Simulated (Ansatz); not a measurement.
## Pb: levels along high-symmetry lines

```xyz
2
Lattice="3.4800 0.0000 0.0000 -1.7400 3.0138 0.0000 0.0000 0.0000 5.5900" Properties=species:S:1:pos:R:3 pbc="T T T"
Pb    0.0000    2.0092    1.3975
Pb    1.7400    1.0046    4.1925
```

Atoms are numbered in the order listed.

The cell is COD entry 1537623, as deposited and not checked against the literature; nothing was relaxed.

Spin–orbit coupling is left out, though it moves levels of the heavy atoms by tenths of an eV or more.

All numbers below come from DFT, PBEsol, all-electron LAPW, scalar-relativistic in Ansatz 0.2.0.

Sampling and basis: a Γ-centred 14×14×8 k mesh, Fermi–Dirac smearing of 0.08 eV, basis error target 0.5 meV/atom, no spin polarisation.

Points in fractions of the reciprocal vectors of this cell: Γ (0, 0, 0), M (0.5, 0, 0), K (0.333, 0.333, 0), A (0, 0, 0.5), L (0.5, 0, 0.5), H (0.333, 0.333, 0.5). The path joins them by straight lines in the order Γ–M–K–Γ–A–L–H–A–L; legs that retrace an earlier one aren't tabulated. Energies are in eV from the Fermi level.

Q: Is there a gap?

A: none: bands cross the Fermi level, a metal.

Q: List the levels between -8 and 6 eV at the symmetry points.

A: 
Γ: -7.97, -4.30, 5.60 (×2)
M: -7.13, -2.88, -1.40, -0.52, 1.80, 1.98, 5.81
K: -7.29 (×2), -2.91, -0.43 (×2), 0.84, 1.12 (×2), 4.95
A: 1.04 (×2)
L: -7.53 (×2), -3.81 (×2), 3.45 (×2), 3.79 (×2)
H: -6.99 (×2), -2.62 (×2), -1.54 (×2), 5.26 (×2)
